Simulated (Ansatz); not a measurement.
Level of theory: DFT PBE, scalar-relativistic, plane waves, PAW in Ansatz 0.2.0. Cutoff 420 eV, Γ-centred meshes of about 0.25 Å⁻¹ or finer for metals and 0.3 Å⁻¹ for insulators (2π included), Gaussian smearing. No spin polarisation.

This relaxed Ca3ZrN3 cell comes from a structure search over trial cells.

```
Ca Zr N
1.0
     4.79483    0.00000    0.00000
     0.00000    4.79483    0.00000
     0.00000    0.00000    4.79483
Ca Zr N
3 1 3
Direct
  0.00000 0.50000 0.50000
  0.50000 0.00000 0.50000
  0.50000 0.50000 0.00000
  0.00000 0.00000 0.00000
  0.50000 0.00000 0.00000
  0.00000 0.50000 0.00000
  0.00000 0.00000 0.50000
```

Wave vectors count in units of this cell's reciprocal vectors.

Problem. Is it a true minimum?

Solution. No. The phonons on a 2×2×2 q mesh of the computed 7-atom cell go imaginary, to 281i cm⁻¹ at q = (0.00, 0.00, 0.00). (Phonon run: 6×6×6 k mesh, Gaussian smearing of 0.10 eV.) With atoms moved at random and symmetry off, it falls by 35 meV/atom into R3m (No. 160). Conventional cell: a = 6.874 Å, c = 8.428 Å. Ca has 4 N at 2.42–2.46 Å, 4 Zr at 3.28–3.60 Å and 8 Ca at 3.43–3.45 Å; Zr is surrounded by 3 N at 2.13 Å, 3 N at 2.75 Å and 12 Ca at 3.28–3.60 Å; N is surrounded by 1 Zr at 2.13 Å, 4 Ca at 2.42–2.46 Å and 1 Zr at 2.75 Å.

Space group R3m:H (No. 160). a = 6.874 Å, b = 6.874 Å, c = 8.428 Å, α = 90.00°, β = 90.00°, γ = 120.00°
| atom | site | symmetry | x | y | z |
| --- | --- | --- | --- | --- | --- |
| Ca | 9b | .m | 0.1662 | 0.8338 | 0.3295 |
| Zr | 3a | 3m | 0.3333 | 0.6667 | 0.6396 |
| N | 9b | .m | 0.1543 | 0.8457 | 0.8462 |

Phonons of metals hang on the k mesh and the smearing.
